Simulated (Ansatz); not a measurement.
KCaF$_{3}$:
```xyz
5
Lattice="4.4160 0.0000 0.0000 0.0000 4.4160 0.0000 0.0000 0.0000 4.4160" Properties=species:S:1:pos:R:3 pbc="T T T"
K      2.2080     2.2080     2.2080
Ca     0.0000     0.0000     0.0000
F      0.0000     2.2080     0.0000
F      2.2080     0.0000     0.0000
F      0.0000     0.0000     2.2080
```

Relaxed with r²SCAN.

Map the electron localisation function on the plane through (0.500, 0.500, 0.500) spanned by u = [1, 0, 0] and v = [0, 1, 1] in lattice vectors, from r²SCAN (plane waves, PAW; program Ansatz).

x is the fraction of u, y of v (the angle between them is 90°; rows are the nearest grid lines); atoms in the plane: K at (0.00, 0.00), Ca at (0.50, 0.50), F at (0.00, 0.50).
```
y \ x   0.000  0.0909  0.182  0.273  0.364  0.455  0.545  0.636  0.727  0.818  0.909   1.00
------  -----  ------  -----  -----  -----  -----  -----  -----  -----  -----  -----  -----
1.00    0.496   0.816  0.863  0.486  0.013  0.003  0.003  0.013  0.486  0.863  0.816  0.496
0.935   0.816   0.873  0.828  0.308  0.007  0.004  0.004  0.007  0.308  0.828  0.873  0.816
0.839   0.746   0.656  0.237  0.011  0.008  0.013  0.013  0.008  0.011  0.237  0.656  0.746
0.774   0.031   0.021  0.008  0.006  0.012  0.015  0.015  0.012  0.006  0.008  0.021  0.031
0.677   0.438   0.347  0.086  0.011  0.035  0.116  0.116  0.035  0.011  0.086  0.347  0.438
0.613   0.793   0.745  0.354  0.037  0.607  0.821  0.821  0.607  0.037  0.354  0.745  0.793
0.548   0.682   0.809  0.567  0.103  0.841  0.839  0.839  0.841  0.103  0.567  0.809  0.682
0.452   0.682   0.809  0.567  0.103  0.841  0.839  0.839  0.841  0.103  0.567  0.809  0.682
0.387   0.793   0.745  0.354  0.037  0.607  0.821  0.821  0.607  0.037  0.354  0.745  0.793
0.323   0.438   0.347  0.086  0.011  0.035  0.116  0.116  0.035  0.011  0.086  0.347  0.438
0.226   0.031   0.021  0.008  0.006  0.012  0.015  0.015  0.012  0.006  0.008  0.021  0.031
0.161   0.746   0.656  0.237  0.011  0.008  0.013  0.013  0.008  0.011  0.237  0.656  0.746
0.0645  0.816   0.873  0.828  0.308  0.007  0.004  0.004  0.007  0.308  0.828  0.873  0.816
0.000   0.496   0.816  0.863  0.486  0.013  0.003  0.003  0.013  0.486  0.863  0.816  0.496
```

The density is the valence pseudo-density with augmentation charge, so density and ELF within about 1 Å of a nucleus are not all-electron values.

Space group Pm-3m (cubic perovskite). The first step of the workflow began from a Materials Project structure, measured or hypothetical; the Crystallography Open Database copy checked does not list it. Whether it is the stable phase at ambient conditions was not checked. Symmetry was held in the r²SCAN relaxation; whether a distortion lowers the energy is not shown.

Potentials: the later of the program's two PAW sets.
